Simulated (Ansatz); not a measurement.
Relaxed-ion elastic tensor of Mo (bcc (W type), Im-3m) in GPa (Voigt order), DFT-LDA in the program Ansatz with PAW potentials; density 10.58 g/cm³, 15.06 Å³ per atom.

```
511  183  183  0.0  0.0  0.0
183  511  183  0.0  0.0  0.0
183  183  511  0.0  0.0  0.0
0.0  0.0  0.0  106  0.0  0.0
0.0  0.0  0.0  0.0  106  0.0
0.0  0.0  0.0  0.0  0.0  106
```

Q: Is the crystal mechanically stable?

A: Yes: the smallest eigenvalue of C is 106 GPa.

Q: Work out the Voigt, Reuss and Hill averages.

A: K_V = 292, K_R = 292, K_H = 292; G_V = 129, G_R = 123, G_H = 126 GPa.

Q: Give Young's modulus, Poisson's ratio, Pugh's ratio and the universal anisotropy index.

A: E = 9KG/(3K + G) = 331 GPa; ν = 0.31; K/G = 2.31 (ductile by the Pugh limit of 1.75); A_U = 5G_V/G_R + K_V/K_R − 6 = 0.23.

Q: Estimate the sound speeds and the Debye temperature.

A: v_l = √((K + 4G/3)/ρ) = 6600 m/s, v_t = √(G/ρ) = 3460 m/s, mean 3870 m/s; Θ = (h/k)(3n/4πV)^(1/3) v_m = 466 K.

Q: Give the Zener ratio and Young's modulus along [100], [110] and [111].

A: A = 2C44/(C11 − C12) = 0.64; 1/E = S11 − 2(S11 − S12 − S44/2)Γ with Γ = 0, 1/4, 1/3 gives 415, 308, 284 GPa.

Q: Solve the Christoffel equation for the three sound speeds along [100], [110], [111].

A: Eigenvalues of C_ijkl n_j n_l equal ρv². In km/s, slowest first: [100] 3.16, 3.16, 6.95; [110] 3.16, 3.94, 6.54; [111] 3.70, 3.70, 6.40.

The cell was relaxed with LDA under the symmetry of its start. The run is not spin-polarised. As this level gives no gap, shear constants depend on the k-mesh and smearing (Fermi–Dirac, 0.1 eV here).

Potentials: the earlier of the program's two PAW sets.
